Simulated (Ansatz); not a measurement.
A geometry of Be away from equilibrium: step 2 of the relaxation of a relaxed Be cell displaced along its unstable phonon at q = (½, ½, 0) of its primitive reciprocal cell (649i cm⁻¹), largest move 0.15 Å. The numbers are results of PBEsol (plane waves to 420 eV, PAW, scalar-relativistic; Ansatz, an electronic-structure program), not measurements. Γ-centred k-mesh 15×15×15 on the run's cell (coarser than for final values), Fermi–Dirac smearing 0.05 eV. The plane waves were selected for a different cell earlier on the path.

```xyz
2
Lattice="4.2452 0.0000 0.0000 2.1226 2.1226 0.0000 0.0000 0.0000 2.1780" Properties=species:S:1:pos:R:3 pbc="T T T"
Be     0.0000     0.0000     0.3478
Be     2.1226     0.0000    -0.3478
```

Task: What forces act on the atoms (eV/Å)?

Result: 
```tsv
atom	Fx	Fy	Fz
Be1	0.00	0.00	1.57
Be2	0.00	0.00	-1.57
```

The path ends in Im-3m (No. 229) (bcc (W type)). No spin polarisation in the result.

The run could not lose the symmetry of its start: the end is stationary, and may be a saddle point rather than a minimum.

The end of the path is a generated cell of Be: the first start was made by placing the elements on the sites of a structure type, and the end was not matched to a known phase here, so it may be hypothetical. Known forms of Be include space group No. 194.
